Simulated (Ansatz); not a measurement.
YPb3:
```cif
data_Pb3Y
_chemical_formula_sum 'Y1 Pb3'
_space_group_name_H-M_alt 'Pm-3m'
_space_group_IT_number 221
_space_group_name_Hall '-P 4 2 3'
_cell_length_a 4.86081
_cell_length_b 4.86081
_cell_length_c 4.86081
_cell_angle_alpha 90.000
_cell_angle_beta 90.000
_cell_angle_gamma 90.000
loop_
_atom_site_label
_atom_site_type_symbol
_atom_site_symmetry_multiplicity
_atom_site_Wyckoff_symbol
_atom_site_fract_x
_atom_site_fract_y
_atom_site_fract_z
_atom_site_occupancy
Y1 Y 1 a 0.00000 0.00000 0.00000 1
Pb1 Pb 3 c 0.00000 0.50000 0.50000 1
```

Relaxed with r²SCAN.

Problem. Tabulate the valence density and the electron localisation function along the shortest Pb–Pb contact (3.44 Å), r²SCAN (plane waves, PAW; program Ansatz).

Solution. 

```
distance from Pb (Å)  density (e/Å³)   ELF
--------------------  --------------  ----
0.34                            6.86  0.02
0.52                            4.33  0.12
0.69                            2.39  0.30
0.86                            1.18  0.39
1.03                            0.59  0.38
1.20                            0.33  0.33
1.37                            0.21  0.31
1.55                            0.15  0.27
1.72                            0.14  0.24
1.89                            0.15  0.27
2.06                            0.21  0.31
2.23                            0.33  0.33
2.41                            0.59  0.38
2.58                            1.18  0.39
2.75                            2.39  0.30
2.92                            4.33  0.12
3.09                            6.86  0.02
```

The density is the valence pseudo-density with augmentation charge, so density and ELF within about 1 Å of a nucleus are not all-electron values.

The workflow started from an entry of the Crystallography Open Database (COD). Whether it is the stable phase at ambient conditions was not checked. The cell was relaxed with r²SCAN under the symmetry of its start; its stability against distortions is not shown here. No spin polarisation was allowed. Spin–orbit coupling is left out wherever it is not named.

Potentials: the later of the program's two PAW sets.
